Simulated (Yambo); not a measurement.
A G0W0@LDA run in Yambo for CdF2 (fluorite, space group Fm-3m, No. 225) (4×4×4 Γ-centred k mesh, bands 5 to 98 and a 10 Ry block in the screening, 98 bands in G with the Bruneval-Gonze terminator, plasmon pole fitted at 27.2 eV) gives these matrix elements, in eV, at the band edges (W → Γ):

| state | E0 | <Vxc> | <Σx> | <Σc(E0)> | Z |
|---|---|---|---|---|---|
| valence edge | 0.000 | -24.024 | -31.507 | 5.340 | 0.791 |
| conduction edge | 2.795 | -13.135 | -8.219 | -3.417 | 0.866 |

### Question
Solve the linearised quasiparticle equation for both states, give the gap, and say how exchange and correlation each act on it.

### Answer
E = E0 + Z(Σx + Σc − Vxc). Valence: 0.000 + 0.791 × (-31.507 + (5.340) − (-24.024)) = -1.70 eV. Conduction: 2.795 + 0.866 × (-8.219 + (-3.417) − (-13.135)) = 4.09 eV. The gap is 5.79 eV, against 2.80 eV in LDA. Replacing Vxc by bare exchange alone would open it by 12.40 eV; correlation takes back 8.76 eV of that, and Z scales what is left. Nearest settings tried, and what they do to the gap: 65 bands in W, 65 bands in G: +82 meV; 8 Ry block (137 vectors against 169): -26 meV. Not varied: mesh. So the settings aren't converged at that level. Spin-orbit splittings are left out.

Geometry of the Materials Project entry, not relaxed at this level; primitive cell a = b = c = 3.819 Å, α = β = γ = 60.00°.
